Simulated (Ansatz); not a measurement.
Method: DFT PBE, scalar-relativistic, plane waves, PAW in Ansatz. All cells share a 420 eV cutoff and Γ-centred k meshes spaced at most about 0.3 Å⁻¹ (about 0.25 or finer for metals, 2π included). Collinear spin in cells that started with moments and kept them past the coarse steps, no spin elsewhere.

Each of these unrelaxed guesses is relaxed in cell and atoms within its symmetry. A guess keeps its type if space group and coordination stay and the shape of the cell changes little (axis ratios within about 15 %, angles within 6°); the volume may change.

1. MgS5

```
Mg S
1.0
     5.92065    0.00000    0.00000
    -2.96032    5.12743    0.00000
     0.00000    0.00000    5.50323
Mg S
1 5
Direct
  0.00000 0.00000 0.00000
  0.00000 0.68074 0.50000
  0.68074 0.00000 0.50000
  0.31926 0.31926 0.50000
  0.66667 0.33333 0.00000
  0.33333 0.66667 0.00000
```

2. Ta3SiC2

```
Ta Si C
1.0
     3.96440    0.00000    0.00000
     0.00000    3.96440    0.00000
     0.00000    0.00000    7.09206
Ta Si C
3 1 2
Direct
  0.00000 0.00000 0.75018
  0.00000 0.00000 0.24982
  0.00000 0.00000 0.50000
  0.00000 0.00000 0.00000
  0.50000 0.50000 0.12612
  0.50000 0.50000 0.87388
```

3. Bi2Te

```
Bi Te
1.0
     6.55819    0.00000    0.00000
     0.00000    6.55819    0.00000
     0.00000    0.00000    5.01141
Bi Te
4 2
Cartesian
  1.6181 1.6181 2.5057
  4.9401 4.9401 2.5057
  1.6610 4.8972 2.5057
  4.8972 1.6610 2.5057
  0.0000 3.2791 2.7476
  3.2791 0.0000 2.2638
```

4. TiBr (collinear spin from parallel moments)

```
Ti Br
1.0
     3.67544    0.00000    0.00000
     0.00000    3.67544    0.00000
     0.00000    0.00000    3.67544
Ti Br
1 1
Direct
  0.50000 0.50000 0.50000
  0.00000 0.00000 0.00000
```

**Question.** Which keep their type?

**Answer.** Guess 4 keeps its type. Symmetry leaves only the cell edge free in guess 4, so these can't change.

```
guess  kept  start group  end group  V start (Å³/atom)  V end  b/a and c/a, end over start  nearest neighbours start  nearest neighbours end
    1    no        P-62m      P-62m               27.8   22.6                   1.00, 1.65               Mg 12, S 12             Mg 6, S 2/6
    2    no       P4/mmm     P4/mmm               18.6   13.9                   1.00, 2.05           C 1, Si 2, Ta 2      C 8, Si 6, Ta 5/14
    3    no       P42_12     P42_12               35.9   40.5                   1.00, 1.17                Bi 2, Te 4              Bi 6, Te 4
    4   yes        Pm-3m      Pm-3m               24.8   17.6                   1.00, 1.00                Br 8, Ti 8              Br 8, Ti 8
```

Neighbours count within 15 % of an atom's shortest distance; end groups are read at 0.02 Å (0.05 Å in metals).

No dispersion correction is applied, so the spacing and binding between layers, chains or molecules are poorly described (MgS5 P-62m, Bi2Te P42_12). Spin–orbit coupling, which can matter for Bi, Ta and Te, is left out. A magnetic state wasn't ruled out in cells without spin, among them MgS5 P-62m, Ta3SiC2 P4/mmm. Another magnetic order may lie lower. Cells relaxed within their symmetry can be saddle points.

In counts of neighbours, a slash parts the counts of unlike sites.
